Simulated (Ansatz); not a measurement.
Hf, DFT, PBEsol, all-electron LAPW, scalar-relativistic (Ansatz 0.2.0), run on 1 thread of Arm Neoverse V2 on a shared host.

The cell comes from COD entry 9008501, which wasn't checked; take it as a given geometry. The listed cell was then made from it by scaling, straining or moving an atom.

Command: `ansatz run input.yaml --threads 1 --pin off --max-ram 3072MiB --backend cpu --events-out ev --progress --plain --runs-dir out`

```yaml
crystal:
  lattice:
    - [3.1966985242, 0.0479504779, 0.0479504779]
    - [-1.5568229302, 2.7444468913, 0.017551093]
    - [0.075867, 0.075867, 5.0578]
  atoms:
    - { symbol: Hf, position: [0.3333333333, 0.6666666667, 0.25] }
    - { symbol: Hf, position: [0.6666666667, 0.3333333333, 0.75] }
kpoints:
  mp_grid: { grid: [13, 13, 7] }
  band_path:
    path:
      - [0.0, 0.0, 0.0]
      - [0.0, -0.5, 0.0]
      - [0.0, 0.0, 0.5]
      - [0.0, 0.0, 0.0]
      - [-0.5, 0.0, 0.0]
      - [-0.5, 0.5, -0.5]
      - [0.0, 0.0, 0.0]
      - [-0.5, 0.0, -0.5]
      - [-0.5, 0.5, 0.0]
    npoints: 5
scf:
  occupations: { method: fermi_dirac, width: 0.05 }
hamiltonian:
  xc: pbesol
  pseudopotentials: { kind: all_electron, lapw: { basis_error: 0.0005 } }
output:
  forces: true
  stress: true
  eigenvalues: true
```

(1) How large is the problem that the program sets up?

(2) About how long does it take, and how much memory does it use?

Results:

(1) 592 irreducible k-points, 381 plane waves at Γ, 44 bands.

(2) 3.9 min of wall time for 10 SCF iterations, with a peak of 1.9 GiB. Times on shared machines scatter by tens of per cent.
